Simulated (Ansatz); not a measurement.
TaN (rock salt, Fm-3m) at seven volumes, PBEsol in the plane-wave PAW code Ansatz, scaled uniformly. One row is withheld.

```
V (Å³/atom)  P (GPa)
-----------  -------
9.530              ?
9.844          25.31
10.159         11.63
10.473          0.00
10.787         -9.87
11.101        -18.26
11.415        -25.39
```

Fit the shown pressures and predict the withheld one.

P = (3/2)B₀(x^(7/2) − x^(5/2))[1 + (3/4)(B′ − 4)(x − 1)] with x = (V₀/V)^(2/3). Least squares on the six rows gives V₀ = 10.473 Å³/atom, B₀ = 356 GPa, B′ = 4.41. At V = 9.530, x = 1.0649 and P = 41.38 GPa. The run itself gave 41.43 GPa.

The cell was relaxed with PBEsol under the symmetry of its start. No spin polarisation was allowed. Scalar-relativistic: spin–orbit coupling is off unless named, which matters more the heavier the elements.

Potentials: the later of the program's two PAW sets.
